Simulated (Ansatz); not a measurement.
Notes on Ba3In

```
Ba In
1.0
     7.63641    0.00000    0.00000
    -3.81820    6.61333    0.00000
     0.00000    0.00000    6.16407
Ba In
6 2
Direct
  0.83300 0.16700 0.25000
  0.66600 0.83300 0.75000
  0.83300 0.66600 0.25000
  0.16700 0.83300 0.75000
  0.33400 0.16700 0.25000
  0.16700 0.33400 0.75000
  0.33330 0.66670 0.25000
  0.66660 0.33330 0.75000
```

The numbers come from plane-wave PAW DFT (Ansatz): PBE, no spin polarisation, 420 eV, 5×5×6 Γ-centred k points, gaussian occupations (width 0.1429 eV). Nothing was relaxed.

(1) Metal or insulator?

(2) Describe some of the short contacts.

(3) Give the Bader charges.

(4) Is it stable against the elements?

(5) Where is the largest force?

Origin: a known structure type with other elements, at an estimated volume, so it need not be a known compound. Caveats: many states at the Fermi level without spin polarisation, so a magnetic state may lie lower.

Results:

(1) It is a metal, with about 9.4 states/eV a cell as the mean within 0.25 eV of the Fermi level.

(2) Ba–In at 3.79 Å: least valence density 0.09 e/Å³ and ELF 0.25 there. Ba–Ba at 3.79 Å: least valence density 0.06 e/Å³ and ELF 0.04 there. Both are smooth PAW fields, read partly inside the augmentation spheres.

(3) Bader charges in e: Ba +0.58, In -1.64. In the mean Ba gives up most and In takes most. There are 2 density maxima away from the nuclei.

(4) -0.10 eV an atom against the elements' usual phases (free molecules for gases, crystals otherwise, with no correction for O₂ or N₂), so it is bound against them; other compounds may still compete. Relaxing would lower it.

(5) The largest is on Ba6 (and as large on other atoms): 0.70 eV/Å, components (0.00, 0.70, 0.00). It makes 54° with the line to a nearest neighbour, In7 at 3.79 Å.
